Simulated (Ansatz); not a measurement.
# Ansatz run, Cs$_{2}$KYCl$_{6}$

input.yaml (Ansatz 0.2.0)

```yaml
crystal:
  lattice:
    - [0.0, 5.407412, 5.407412]
    - [5.407412, 0.0, 5.407412]
    - [5.407412, 5.407412, 0.0]
  atoms:
    - { symbol: Cl, position: [0.75, 0.25, 0.25] }
    - { symbol: Cl, position: [0.25, 0.75, 0.25] }
    - { symbol: Cl, position: [0.25, 0.75, 0.75] }
    - { symbol: Cl, position: [0.75, 0.25, 0.75] }
    - { symbol: Cl, position: [0.25, 0.25, 0.75] }
    - { symbol: Cl, position: [0.75, 0.75, 0.25] }
    - { symbol: Cs, position: [0.25, 0.25, 0.25] }
    - { symbol: Cs, position: [0.75, 0.75, 0.75] }
    - { symbol: K, position: [0.5, 0.5, 0.5] }
    - { symbol: "Y", position: [0.0, 0.0, 0.0] }
  symmetry: { tolerance: 0.0003 }
kpoints:
  mp_grid: { grid: [4, 4, 4], shift: [0, 0, 0] }
  band_path:
    path:
      - [0.0, 0.0, 0.0]
      - [0.5, 0.0, 0.5]
      - [0.625, 0.25, 0.625]
      - [0.375, 0.375, 0.75]
      - [0.0, 0.0, 0.0]
      - [0.5, 0.5, 0.5]
      - [0.5, 0.25, 0.75]
      - [0.5, 0.0, 0.5]
    npoints: 8
magnetization:
  spin_polarized: false
scf:
  occupations: { method: fermi_dirac }
  lower_state_search: "off"
  max_iter: 200
hamiltonian:
  pseudopotentials: { kind: paw }
  xc: pbesol
basis:
  ecutwfc: 420
  fft_grid_basis: typed
output:
  forces: true
  stress: true
  eigenvalues: true
  bader: true
  populations: true
  elf: true
  write_potential: true
  volumetric_format: npy
  dos:
    e_range: [-12, 8]
    de: 0.05
    projected: { site_lists: { Cl: [Cl], Cs: [Cs], K: [K], "Y": ["Y"] } }
checkpoint:
  read: saved_state
```

The run starts from an earlier solution of this cell. 

Parts of the output:

```
Pseudopotentials: kind: paw
Pseudopotential: Cl, paw, valence charge 7, recommended cutoff 420 eV (normal), Cl.paw.azcp
Pseudopotential: Cs, paw, valence charge 9, recommended cutoff 420 eV (normal), Cs.paw.azcp
Pseudopotential: K, paw, valence charge 9, recommended cutoff 420 eV (normal), K.paw.azcp
Pseudopotential: Y, paw, valence charge 11, recommended cutoff 420 eV (normal), Y.paw.azcp
Functional definition: PBEsol
  exchange = pbesol_x
  correlation = pbesol_c
Crystal: 10 atoms, lattice volume = 316.227 Å³
Basis set: ecut = 420 eV, 6183 PW (Γ), exchange–correlation on 108×108×108 points (8 copies of the dense FFT grid, shifted against one another)
Bands: 50, of which v1, the nominal top of the filled ones, is band 40 counted from 1 (39 counted from 0)
Symmetry: 48 space group operations
Space group: Fm-3m (ITA 225), of the structure as read, at distance tolerance 2.0e-3 Å
k-points: 8 of 64
Initial density: read from a saved state, or passed on in memory by an earlier SCF of this step, an earlier step, the calling program or the single point that the run made first
Functional: x = pbesol(κ = 0.804, μ = 0.1235), c = pbesol(β = 0.046)
SCF iter   1: F=—  Δρ=2.07e-4  dr2=1.24e-4
SCF iter   2: F=—  Δρ=8.93e-5  dr2=2.18e-5
SCF iter   3: F=—  Δρ=2.25e-5  dr2=2.13e-6
SCF iter   4: F=—  Δρ=5.51e-6  dr2=1.78e-7
SCF iter   5: F=-22868.4260 eV  Δρ=1.40e-6  dr2=7.42e-9
Free energy (F): -22868.4260 eV
Harris-Foulkes:  -22868.4260 eV  (|F-HF|=3.69e-9)
Internal energy: -22868.4260 eV  (E = F + TS)
E sigma→0 (E₀):  -22868.4260 eV
Fermi energy:    4.5396 eV
--- Per-component energies (eV) ---
  E_band       = -475.9295
  E_kinetic    = 1811.6504
  E_local      = -3513.5811  (includes V_loc(G=0)·N_el)
  E_nonlocal   = 300.6104
  E_hartree    = 1191.5694
  E_xc         = -1289.5840
  E_vxc        = -1346.4712  (∫ρ·V_xc dr)
  E_paw        = -17353.1182  (= ΣΔE_a)
  E_vpaw       = -111.2794  (= ΣTr[D̂ρ^β])
  E_aug_tail   = 0.0006  (compensation charges beyond the density's cutoff)
  E_ewald      = -4016.9890
  E_core_change = 1.0156  (= ΣΔE_core)
  E_smearing   =  0.0000  (= −TS)
--- Forces (eV/Å), atoms counted from 1 ---
  atom   1  Cl    -1.4842     0.0000     0.0000
  atom   2  Cl     0.0000    -1.4842     0.0000
  atom   3  Cl     1.4842     0.0000     0.0000
  atom   4  Cl     0.0000     1.4842     0.0000
  atom   5  Cl     0.0000     0.0000    -1.4842
  atom   6  Cl     0.0000     0.0000     1.4842
  atom   7  Cs     0.0000     0.0000     0.0000
  atom   8  Cs     0.0000     0.0000     0.0000
  atom   9  K      0.0000     0.0000     0.0000
  atom  10  Y      0.0000     0.0000     0.0000
--- Stress (GPa, compression-positive) ---
        0.3043       0.0000       0.0000
        0.0000       0.3043       0.0000
        0.0000       0.0000       0.3043
  P = ⅓ Tr σ = 0.3043 GPa (3.043 kbar)
--- Löwdin populations: 10 sites ---
  site symbol       q [e]
     0     Cl      7.4995
     1     Cl      7.4995
     2     Cl      7.4995
     3     Cl      7.4995
     4     Cl      7.4995
     5     Cl      7.4995
     6     Cs      8.1939
     7     Cs      8.1939
     8      K      8.2694
     9      Y     10.0500
  spilling = 0.0037 (of n_electrons = 80.0000)
--- Bader charges: 10 sites ---
  site symbol  charge [e]  shift [e]
     0     Cl     -0.7701     0.0000
     1     Cl     -0.7701     0.0000
     2     Cl     -0.7701     0.0000
     3     Cl     -0.7701     0.0000
     4     Cl     -0.7701     0.0000
     5     Cl     -0.7701     0.0000
     6     Cs      0.8731     0.0000
     7     Cs      0.8731     0.0000
     8      K      0.7761     0.0002
     9      Y      2.0983     0.0001
```

Total energies depend on the potentials used, so only differences within one code and one set of settings carry meaning.

Origin: a known structure type with other elements, at an estimated volume, so it need not be a known compound.
